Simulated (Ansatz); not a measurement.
Compressing SiO2: a fit and a missing row

SiO2, P2_13, a = 7.050 Å. This isn't the usual stable structure of the compound. Ansatz: LDA, PAW, 420 eV, Γ-centred 4×4×4 mesh on 24 atoms, Gaussian smearing 0.02 eV; no spin polarisation. Shape and atoms are relaxed at each volume; pressure is positive in compression.

```
V (Å³/atom) P (GPa)
     12.850     2.16
     13.288        ?
     13.726     0.81
     14.164     0.36
     14.602    -0.04
     15.040    -0.37
     15.478    -0.78
     16.062    -1.10
```

Q: Take V0 = 14.602 Å³/atom, count pressures from its P0 = -0.04 GPa, fit the third-order Birch–Murnaghan form to the other rows, and predict the missing pressure.

A: With the Eulerian strain f = ½[(V0/V)^(2/3) − 1] and y = (P − P0)/[3f(1 + 2f)^(5/2)], the form is the line y = B0 + 1.5 B0 (B0′ − 4) f. Rows (f, y): 0.04447, 13.33; 0.02105, 12.14; 0.01026, 12.35; -0.00976, 11.84; -0.01905, 14.27; -0.03078, 13.46. Means f = 0.002698, y = 12.898; Σ(Δf)² = 0.003888, ΣΔfΔy = -0.03548; the slope is their ratio. y = 12.92 − 9.126 f GPa, so B0 = 12.9 GPa and B0′ = 4 + 2 × (-9.126)/(3 × 12.92) = 3.53. At V = 13.288, f = 0.03244, y = 12.624 and P = 1.40 GPa. The run gave 1.38 GPa, so the fit is 0.02 GPa too high, within the rms miss on the fitted rows (0.06 GPa). With a term in f² added B0′ becomes 2.82, so this figure hangs on the form.

Cost: 8 runs of about 15 core-minutes in all, on Oxide Virtual Turin-like Processor (Zen 5) (shared hosts).